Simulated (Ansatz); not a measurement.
## Zone-centre phonons of Zr2Ir: input and output

These are results of DFT LDA, scalar-relativistic, plane waves, PAW (Ansatz), not measurements.

Launched with:
```bash
ansatz run input.yaml --threads 2 --pin off --max-ram 6144MiB --backend cpu --events-out ev --progress --plain --runs-dir out
```

Input (bare energies are in eV):
```yaml
crystal:
  lattice:
    - [-3.2146768145, 3.2146768145, 2.7856717639]
    - [3.2146768145, -3.2146768145, 2.7856717639]
    - [3.2146768145, 3.2146768145, -2.7856717639]
  atoms:
    - { symbol: Zr, position: [0.6662993993, 0.1662993993, 0.8325987986] }
    - { symbol: Zr, position: [0.3337006007, 0.8337006007, 0.1674012014] }
    - { symbol: Zr, position: [0.8337006007, 0.6662993993, 0.5] }
    - { symbol: Zr, position: [0.1662993993, 0.3337006007, 0.5] }
    - { symbol: Ir, position: [0.75, 0.75, 0.0] }
    - { symbol: Ir, position: [0.25, 0.25, 0.0] }
basis:
  ecutwfc: 420
kpoints:
  mp_grid: { grid: [8, 8, 8] }
hamiltonian:
  xc: lda
scf:
  occupations: { method: fermi_dirac, width: 0.15 }
output:
  eigenvalues: true
phonons:
  method: dfpt
  eigenvectors: true
```

Results section of the output:
```
--- Phonons (Γ-DFPT): 4 representative perturbations + reference, on 260 of 512 k-points (Σ response iterations 12) ---
  k mesh reduced under 1 symmetry operation, with k and −k counted as one. Each operation leaves every solved perturbation unchanged. A smaller set is not used because it would not reduce the number of displacements ...
  ASR residual: 7.233e-4 → 0.000e0 eV/Å²; symmetrization residual: 1.647e-5 eV/Å²
  ASR residual per site (eV/Å²): 6.27e-4 6.27e-4 6.27e-4 6.27e-4 7.23e-4 7.23e-4
  Γ frequencies (cm⁻¹): 0.00 0.00 0.00 78.31 78.31 88.79 88.79 104.77 132.75 136.62 139.28 156.20 162.29 174.65 174.65 174.69 174.69 208.28
  non-analytic LO–TO correction: not included (Born effective charges unavailable; polar crystals: no LO–TO splitting at Γ)
```

The run took 13 min on 2 threads of Intel(R) Xeon(R) Processor @ 2.50GHz (Skylake/Cascade Lake), with other jobs on the host, peak memory 4.1 GiB.

In a metal, frequencies and elastic constants depend on the k mesh and the smearing, soft modes and shear constants most. Spin–orbit coupling is left out, which can shift energies with elements as heavy as these.